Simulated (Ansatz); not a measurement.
This cell of SnO (litharge type, space group P4/nmm) is off equilibrium:

```yaml
crystal:
  lattice:
    - [3.83618, 0.00000, 0.00000]
    - [0.00000, 3.83618, 0.00000]
    - [0.00000, 0.00000, 4.75736]
  atoms:
    - { symbol: Sn, position: [0.50000, 0.00000, 0.24343] }
    - { symbol: Sn, position: [0.12350, 0.62350, 0.75657] }
    - { symbol: O, position: [0.00000, 0.00000, 0.00000] }
    - { symbol: O, position: [0.50000, 0.50000, 0.00000] }
```

All values below come from PBE-D3(BJ) (plane waves to 420 eV, PAW, scalar-relativistic; Ansatz, a program for electronic structure). k mesh 10×10×8 (Γ-centred), Fermi-Dirac smearing 0.05 eV. The energy includes the smearing's −TS. Stress and pressure are positive under compression. With partly filled bands, energies and forces of such displacements shift with the k mesh and the smearing. At this level the bands of SnO touch or barely overlap; measurements give the solid a gap. SnO was relaxed with its symmetry unable to fall. The PAW data are Ansatz's earlier set.

**Question.** What forces act on the atoms (eV/Å, Cartesian)?

**Answer.** 
| atom | Fx | Fy | Fz |
|---|---|---|---|
| Sn1 | 0.633 | 0.633 | 0.328 |
| Sn2 | -2.575 | -2.575 | -4.020 |
| O3 | -0.138 | 2.080 | 1.846 |
| O4 | 2.080 | -0.138 | 1.846 |

**Question.** What is the stress tensor (GPa)?

**Answer.** 
```
   10.0     -1.8      6.1
   -1.8     10.0      6.1
    6.1      6.1     12.8
```
The pressure, a third of the trace, is 10.9 GPa.

**Question.** In it atom 2 sits (0.474, 0.474, 0.000) Å away from its relaxed site. What is its energy relative to the relaxed cell?

**Answer.** 1146 meV/cell.

(A displaced cell: forces are minus the slopes of the energy, force constants its curvatures, and phonons follow from these.)
